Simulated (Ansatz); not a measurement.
CaF$_{2}$:
```yaml
crystal:
  lattice:
    - [0.00000, 2.72026, 2.72026]
    - [2.72026, 0.00000, 2.72026]
    - [2.72026, 2.72026, 0.00000]
  atoms:
    - { symbol: Ca, position: [0.00000, 0.00000, 0.00000] }
    - { symbol: F, position: [0.75000, 0.75000, 0.75000] }
    - { symbol: F, position: [0.25000, 0.25000, 0.25000] }
```

Relaxed with r²SCAN.

Give the Bader charges and basin volumes of the independent atoms, r²SCAN (plane waves, PAW; program Ansatz).



```json
[
 {"atom": "Ca1", "Bader charge (e)": "+1.69", "Bader volume (Å³)": "11.3"},
 {"atom": "F2", "Bader charge (e)": "-0.85", "Bader volume (Å³)": "14.5"}
]
```

Space group Fm-3m (fluorite). Symmetry was held in the r²SCAN relaxation.

Potentials: the earlier of the program's two PAW sets.
